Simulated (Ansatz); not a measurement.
Relaxed-ion elastic tensor of Be (bcc (W type), Im-3m) in GPa (Voigt order), PBEsol in the plane-wave PAW code Ansatz; density 1.93 g/cm³, 7.74 Å³ per atom.

```tsv
	1	2	3	4	5	6
1	181	96.9	96.9	0.0	0.0	0.0
2	96.9	181	96.9	0.0	0.0	0.0
3	96.9	96.9	181	0.0	0.0	0.0
4	0.0	0.0	0.0	211	0.0	0.0
5	0.0	0.0	0.0	0.0	211	0.0
6	0.0	0.0	0.0	0.0	0.0	211
```

### Question
Is the crystal mechanically stable?

### Answer
Yes: the smallest eigenvalue of C is 83.8 GPa.

### Question
Work out the Voigt, Reuss and Hill averages.

### Answer
K_V = 125, K_R = 125, K_H = 125; G_V = 143, G_R = 80.7, G_H = 112 GPa.

### Question
Give Young's modulus, Poisson's ratio, Pugh's ratio and the universal anisotropy index.

### Answer
E = 9KG/(3K + G) = 259 GPa; ν = 0.15; K/G = 1.11 (brittle by the Pugh limit of 1.75); A_U = 5G_V/G_R + K_V/K_R − 6 = 3.89.

### Question
Estimate the sound speeds and the Debye temperature.

### Answer
v_l = √((K + 4G/3)/ρ) = 11900 m/s, v_t = √(G/ρ) = 7610 m/s, mean 8370 m/s; Θ = (h/k)(3n/4πV)^(1/3) v_m = 1260 K.

### Question
Give the Zener ratio and Young's modulus along [100], [110] and [111].

### Answer
A = 2C44/(C11 − C12) = 5.04; 1/E = S11 − 2(S11 − S12 − S44/2)Γ with Γ = 0, 1/4, 1/3 gives 113, 246, 405 GPa.

The first step of the workflow began from a Materials Project structure, measured or hypothetical; the Crystallography Open Database copy checked does not list it. It is not the phase usual at ambient conditions (space group No. 194). The PBEsol relaxation kept the symmetry of its start; its stability against distortions is not shown here. As this level gives no gap, shear constants depend on the k-mesh and smearing (Fermi–Dirac, 0.1 eV here).

Potentials: the earlier of the program's two PAW sets. The files were generated under PBE; for other functionals the program regenerates the frozen cores, and for LDA and PBEsol the local potential too.
